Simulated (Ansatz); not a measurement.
TiGe2:
```
TiGe2
1.0
    4.61053     0.00000     0.00000
   -2.30526     3.99283     0.00000
    0.00000     0.00000     2.62858
Ti Ge
1 2
Cartesian
  0.00000   0.00000   0.00000
  0.00000   2.66189   1.31429
  2.30526   1.33094   1.31429
```

Relaxed with r²SCAN+D4. Special points in fractions of this cell's reciprocal vectors: Γ (0.000, 0.000, 0.000); M (0.500, 0.000, 0.000); K (0.333, 0.333, 0.000); A (0.000, 0.000, 0.500); L (0.500, 0.000, 0.500); H (0.333, 0.333, 0.500).

Question: List the band energies nearest the Fermi level at these points for r²SCAN+D4 with spin–orbit coupling (plane waves, PAW; program Ansatz).

Answer: In eV from the Fermi level; about four levels below and three above (degenerate sets whole), none deeper than 8.9 eV; points with the same levels are listed once.

```json
[
 {"k": "Γ", "below": "-0.89 -0.89 -0.78 -0.78", "above": "2.88 2.88 2.90 2.90"},
 {"k": "M", "below": "-0.92 -0.92 -0.49 -0.49", "above": "1.96 1.96 2.67 2.67"},
 {"k": "K", "below": "-1.28 -1.28 -1.27 -1.27 -1.20 -1.20", "above": "2.75 2.75 2.77 2.77"},
 {"k": "A", "below": "-0.62 -0.62 -0.47 -0.47", "above": "0.43 0.43 0.45 0.45"},
 {"k": "L", "below": "-4.30 -4.30 -3.48 -3.48", "above": "0.69 0.69 1.22 1.22"},
 {"k": "H", "below": "-4.66 -4.66 -2.99 -2.99", "above": "0.41 0.41 0.41 0.41"}
]
```

Space group P6/mmm. A made-up cell: these elements were put on the sites of a structure type; neither database checked (COD, Materials Project) lists it. COD files the formula under space group No. 70, so this cell is another polymorph or a model. Whether it is the stable phase at ambient conditions was not checked. Symmetry was held in the r²SCAN+D4 relaxation; whether a distortion lowers the energy is not shown. No spin polarisation was allowed.

Potentials: the earlier of the program's two PAW sets.
